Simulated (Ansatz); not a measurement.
A geometry of Ga$_{2}$O$_{3}$ away from equilibrium: step 2 of the relaxation of a relaxed Ga2O3 cell shaken by Gaussian noise of σ = 0.08 Å a coordinate. Level of theory: PBE (plane waves to 420 eV, PAW, scalar-relativistic; Ansatz, a first-principles code). Γ-centred k-mesh 8×8×4 on the run's cell (coarser than for final values), Fermi–Dirac smearing 0.05 eV.

```
CELL_PARAMETERS angstrom
      6.22975    -1.56693    -0.05076
      6.22298     1.53955    -0.05392
     -1.43933    -0.00280     5.68107
ATOMIC_POSITIONS crystal
  Ga 0.08995 0.08399 0.79102
  Ga 0.91366 0.91854 0.20427
  Ga 0.68989 0.64615 0.30881
  Ga 0.35145 0.32899 0.69355
  O  0.16118 0.14833 0.10342
  O  0.85351 0.82005 0.89612
  O  0.17337 0.16712 0.56583
  O  0.82091 0.82102 0.41837
  O  0.50312 0.49084 0.25770
  O  0.50438 0.49172 0.73424
```

Q: Give the Cartesian forces on all atoms (eV/Å).

A: 
```
atom     Fx     Fy     Fz
----  -----  -----  -----
Ga1   -0.45  -0.06  -0.75
Ga2   -0.23  -0.61   0.68
Ga3   -2.09   0.44  -0.19
Ga4   -0.37  -0.13  -0.27
O5     0.40  -0.37   0.27
O6    -0.17   0.22  -0.85
O7     0.81  -0.08  -0.05
O8     1.17   0.00   0.90
O9     0.54   0.54   0.09
O10    0.40   0.05   0.16
```

Q: What is the pressure?

A: +2.1 GPa, compression positive.

Q: How far above the relaxed end point is this geometry?

A: 0.03 eV/atom; the path ends in C2/m (No. 12).

No spin polarisation in the result.

The first start was generated by placing the elements on the sites of a structure type. A measured structure of Ga2O3 has the same space group, C2/m (No. 12); the sites were not compared with it.
